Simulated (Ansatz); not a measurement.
Relaxed-ion elastic tensor of BN (rock salt, Fm-3m) in GPa (Voigt order), the program Ansatz at the PBEsol level (PAW); density 3.90 g/cm³, 5.28 Å³ per atom.

|  | 1 | 2 | 3 | 4 | 5 | 6 |
|---|---|---|---|---|---|---|
| 1 | 572 | 312 | 312 | 0.0 | 0.0 | 0.0 |
| 2 | 312 | 572 | 312 | 0.0 | 0.0 | 0.0 |
| 3 | 312 | 312 | 572 | 0.0 | 0.0 | 0.0 |
| 4 | 0.0 | 0.0 | 0.0 | 635 | 0.0 | 0.0 |
| 5 | 0.0 | 0.0 | 0.0 | 0.0 | 635 | 0.0 |
| 6 | 0.0 | 0.0 | 0.0 | 0.0 | 0.0 | 635 |

**Question.** Is the crystal mechanically stable?

**Answer.** Yes: the smallest eigenvalue of C is 260 GPa.

**Question.** Work out the Voigt, Reuss and Hill averages.

**Answer.** K_V = 399, K_R = 399, K_H = 399; G_V = 433, G_R = 249, G_H = 341 GPa.

**Question.** Give Young's modulus, Poisson's ratio, Pugh's ratio and the universal anisotropy index.

**Answer.** E = 9KG/(3K + G) = 796 GPa; ν = 0.17; K/G = 1.17 (brittle by the Pugh limit of 1.75); A_U = 5G_V/G_R + K_V/K_R − 6 = 3.71.

**Question.** Estimate the sound speeds and the Debye temperature.

**Answer.** v_l = √((K + 4G/3)/ρ) = 14800 m/s, v_t = √(G/ρ) = 9350 m/s, mean 10300 m/s; Θ = (h/k)(3n/4πV)^(1/3) v_m = 1760 K.

**Question.** Give the Zener ratio and Young's modulus along [100], [110] and [111].

**Answer.** A = 2C44/(C11 − C12) = 4.89; 1/E = S11 − 2(S11 − S12 − S44/2)Γ with Γ = 0, 1/4, 1/3 gives 352, 761, 1250 GPa.

**Question.** Solve the Christoffel equation for the three sound speeds along [100], [110], [111].

**Answer.** Eigenvalues of C_ijkl n_j n_l equal ρv². In km/s, slowest first: [100] 12.11, 12.76, 12.76; [110] 5.77, 12.76, 16.62; [111] 8.74, 8.74, 17.87.

The cell is a constructed one: a structure type filled with these elements; neither database checked (COD, Materials Project) lists it. It is not the phase usual at ambient conditions (space group No. 186, 194, 216). The PBEsol relaxation kept the symmetry of its start. At this level the phase is dynamically unstable (imaginary phonons).

Potentials: the later of the program's two PAW sets.
